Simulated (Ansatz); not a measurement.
Ge$_{2}$Sb$_{2}$Te$_{5}$ in space group P-3m1 (No. 164; Pearson symbol hP9), r²SCAN+D4 (plane waves, PAW; program Ansatz), all energies at zero smearing, with the estimated change up to a 700 eV cutoff added, with one set of potentials and settings (totals compare only within such a set). Cell of 9 atoms (2 Ge, 2 Sb, 5 Te): -56580.182 eV.

| element | reference phase | E (eV/atom) |
|---|---|---|
| Ge | Fd-3m, 2 atoms in the cell | -4303.0180 |
| Sb | R-3m, 2 atoms in the cell | -6499.2917 |
| Te | P3_121, 3 atoms in the cell | -6994.9777 |

Formation energy per atom, worked out: (-56580.182 − 2×(-4303.0180) − 2×(-6499.2917) − 5×(-6994.9777))/9 = -0.075 eV/atom (-7 kJ per mol of atoms), at 0 K, without zero-point energy or fitted corrections.

Symmetry was held in the r²SCAN+D4 relaxation. The references are the lowest solids computed at this level, not always the standard phases. Scalar-relativistic: spin–orbit coupling is off unless named, which matters more the heavier the elements.

Potentials: the later of the program's two PAW sets.
